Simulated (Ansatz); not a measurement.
With plane-wave PAW r²SCAN (Ansatz code), GaPd3C in the anti-perovskite structure (Pm-3m) relaxes to a = 4.115 Å. Ga has 12 nearest neighbours from 2.91 Å (cuboctahedral); C has 6 nearest neighbours from 2.06 Å (octahedral). Its formation energy from the elements is 0.13 eV/atom, with no fitted shifts.

Electronic character: metallic (no gap). Gap from r²SCAN with spin–orbit coupling: none (metallic).

An equation-of-state fit gives a bulk modulus of 178 GPa. The relaxed-ion elastic constants in GPa are C11 = 271, C12 = 132, C44 = 20.9. The elastic constants imply a Debye temperature near 267 K.

The start of the workflow was typed in or built on a structure type; neither database checked (COD, Materials Project) lists it. Its standing as an ambient phase is unchecked. The cell was relaxed with r²SCAN under the symmetry of its start; whether a distortion lowers the energy is not shown. No spin polarisation was allowed. As this level gives no gap, shear constants depend on the k-mesh and smearing (Fermi–Dirac, 0.1 eV here). The references are the lowest solids computed at this level, not always the standard phases. Scalar-relativistic: spin–orbit coupling is off unless named, which matters more the heavier the elements.

Potentials: the earlier of the program's two PAW sets. The files were generated under PBE; for other functionals the program regenerates the frozen cores, and for LDA and PBEsol the local potential too.
